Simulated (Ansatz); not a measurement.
Space group I4/mcm (No. 140). a = 7.277 Å, b = 7.277 Å, c = 5.636 Å, α = 90.00°, β = 90.00°, γ = 90.00°
| atom | site | symmetry | x | y | z |
| --- | --- | --- | --- | --- | --- |
| Na | 8h | m.2m | 0.1739 | 0.6739 | 0.5000 |
| Au | 4a | 422 | 0.0000 | 0.0000 | 0.7500 |

Equation of state of this Na₂Au structure (not necessarily the ground state), with shape and atoms relaxed at each volume where symmetry leaves them free. It has no gap at any of these volumes. These are results of DFT r2SCAN, scalar-relativistic, plane waves, PAW (Ansatz), not measurements.

Cutoff 500 eV; k points 8×8×8 on the computed 6-atom cell (Γ-centred); Gaussian smearing, width 0.10 eV; no spin polarisation.

| V (Å³/atom) | E − E(largest V) (meV/atom) | P (GPa) |
| --- | --- | --- |
| 21.887 | 19.46 | 4.39 |
| 22.633 | 2.41 | 3.05 |
| 23.379 | -8.83 | 1.90 |
| 24.125 | -15.10 | 0.89 |
| 24.871 | -17.07 | -0.01 |
| 25.617 | -15.33 | -0.75 |
| 26.363 | -10.52 | -1.33 |
| 27.358 | 0.00 | -2.02 |

Problem. Fit a third-order Birch–Murnaghan equation to E(V).

Solution. V0 = 24.88 Å³/atom, B0 = 26 GPa, B0' = 4.2.

Spin-orbit coupling is left out, which matters for the bands of heavy elements.

Cost: 8 runs of about 11 core-minutes in all, on Intel Xeon 6975P-C (Granite Rapids) (shared hosts).